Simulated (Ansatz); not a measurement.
WSe2:
```cif
data_Se4W2
_chemical_formula_sum 'W2 Se4'
_space_group_name_H-M_alt 'P 1'
_space_group_IT_number 1
_cell_length_a 3.27906
_cell_length_b 3.27906
_cell_length_c 12.78635
_cell_angle_alpha 90.000
_cell_angle_beta 90.000
_cell_angle_gamma 120.000
loop_
_space_group_symop_operation_xyz
  'x, y, z'
loop_
_atom_site_label
_atom_site_type_symbol
_atom_site_fract_x
_atom_site_fract_y
_atom_site_fract_z
_atom_site_occupancy
W1 W 0.66667 0.33333 0.25000 1
W2 W 0.33333 0.66667 0.75000 1
Se1 Se 0.33333 0.66667 0.38172 1
Se2 Se 0.66667 0.33333 0.61828 1
Se3 Se 0.66667 0.33333 0.88172 1
Se4 Se 0.33333 0.66667 0.11828 1
```

Relaxed with PBE+D3(BJ).

### Question
Tabulate the valence density and the electron localisation function along the shortest W–Se contact (2.53 Å), PBE+D3(BJ) (plane waves, PAW; program Ansatz).

### Answer


| distance from W (Å) | density (e/Å³) | ELF |
|---|---|---|
| 0.25 | 4.96 | 0.24 |
| 0.38 | 5.33 | 0.54 |
| 0.51 | 4.70 | 0.69 |
| 0.63 | 3.41 | 0.69 |
| 0.76 | 2.10 | 0.58 |
| 0.89 | 1.19 | 0.39 |
| 1.01 | 0.73 | 0.29 |
| 1.14 | 0.57 | 0.34 |
| 1.27 | 0.55 | 0.53 |
| 1.39 | 0.60 | 0.69 |
| 1.52 | 0.71 | 0.76 |
| 1.65 | 0.87 | 0.78 |
| 1.77 | 1.28 | 0.76 |
| 1.90 | 2.51 | 0.69 |
| 2.03 | 5.68 | 0.54 |
| 2.15 | 12.91 | 0.35 |
| 2.28 | 25.24 | 0.19 |

The density is the valence pseudo-density with augmentation charge, so density and ELF within about 1 Å of a nucleus are not all-electron values.

Space group P6_3/mmc. The cell was relaxed with PBE+D3(BJ) under the symmetry of its start; phonons on a q-mesh show no instability. The run is not spin-polarised. Scalar-relativistic: spin–orbit coupling is off unless named, which matters more the heavier the elements.

Potentials: the later of the program's two PAW sets.
